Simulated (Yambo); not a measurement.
## ScF3: sweep of GW parameters

G0W0@LDA for ScF$_{3}$ (ReO3 type, space group Pm-3m, No. 221) in Yambo. Reference settings: 4×4×4 Γ-centred k mesh, bands 2 to 155 and a 10 Ry block in the screening, 155 bands in G with the Bruneval-Gonze terminator, plasmon pole fitted at 27.2 eV. The LDA gap R → Γ on this mesh is 6.40 eV; G0W0 gaps are taken between the same points.

```csv
change from the reference,G0W0 gap R → Γ (eV),shift of the valence edge (eV),rough Yambo cost
reference settings,11.60,-2.31,1
"57 bands in W, 57 bands in G",11.69,-2.20,about 1/3
"34 bands in W, 34 bands in G, 2 Ry block",13.09,-3.08,about 1/10
"34 bands in W, 34 bands in G, 4 Ry block",12.15,-2.32,about 1/9
"34 bands in W, 34 bands in G, 8 Ry block",11.94,-2.15,about 1/9
"57 bands in W, 57 bands in G, 2 Ry block",12.84,-3.04,about 1/5
"57 bands in W, 57 bands in G, 4 Ry block",11.91,-2.34,about 1/5
"57 bands in W, 57 bands in G, 6 Ry block",11.75,-2.24,about 1/5
"57 bands in W, 57 bands in G, 8 Ry block",11.72,-2.20,about 1/3
"120 bands in W, 120 bands in G, 4 Ry block",11.80,-2.39,about 1/3
"120 bands in W, 120 bands in G, 6 Ry block",11.66,-2.30,within a factor of two
2 Ry block,12.74,-3.05,within a factor of two
"34 bands in W, 34 bands in G, 4 Ry block, no terminator",12.45,-2.14,about 1/10
"34 bands in W, 34 bands in G, no terminator",12.27,-1.79,about 1/8
"57 bands in W, 57 bands in G, no terminator",11.93,-1.84,about 1/4
```

The reference isn't shown to be the converged limit. Costs are rough (shared machines), scaled to the same edge states, and given only for runs that recompute the screening.

The cell is held in this high symmetry; tilts and polar distortions were not searched.

Geometry relaxed with LDA; primitive cell a = b = c = 3.9701 Å, α = β = γ = 90.00°.

A shift is the quasiparticle energy of the state minus its LDA energy.
